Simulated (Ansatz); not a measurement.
ZnS:
```
CELL_PARAMETERS angstrom
      3.78233     0.00000     0.00000
     -1.89116     3.27559     0.00000
      0.00000     0.00000     6.20729
ATOMIC_POSITIONS crystal
  Zn 0.66667 0.33333 0.99968
  Zn 0.33333 0.66667 0.49968
  S  0.66667 0.33333 0.62552
  S  0.33333 0.66667 0.12552
```

Relaxed with PBEsol. Special points in fractions of this cell's reciprocal vectors: Γ (0.000, 0.000, 0.000); M (0.500, 0.000, 0.000); K (0.333, 0.333, 0.000); A (0.000, 0.000, 0.500); L (0.500, 0.000, 0.500); H (0.333, 0.333, 0.500).

List the band energies nearest the valence-band maximum at these points for PBEsol in the plane-wave PAW code Ansatz.

In eV from the valence-band maximum; about four levels below and three above (degenerate sets whole), none deeper than 8.9 eV; points with the same levels are listed once.

```csv
k,below,above
Γ,-0.94 -0.94 -0.09 0.00 0.00,2.15 3.02 6.17 6.17
M,-3.43 -2.35 -1.79 -0.93,3.51 4.19 4.95
K,-4.04 -2.44 -2.44 -2.19,4.02 5.93 5.93
A,-0.49 -0.49 -0.49 -0.49,3.50 3.50 6.63 6.63 6.63 6.63
L,-1.71 -1.71 -1.69 -1.69,3.40 3.40 5.08 5.08
H,-3.20 -3.20 -1.42 -1.42,4.40 4.40 6.16 6.16
```

Space group P6_3mc (wurtzite). The PBEsol relaxation kept the symmetry of its start.

Potentials: the later of the program's two PAW sets.
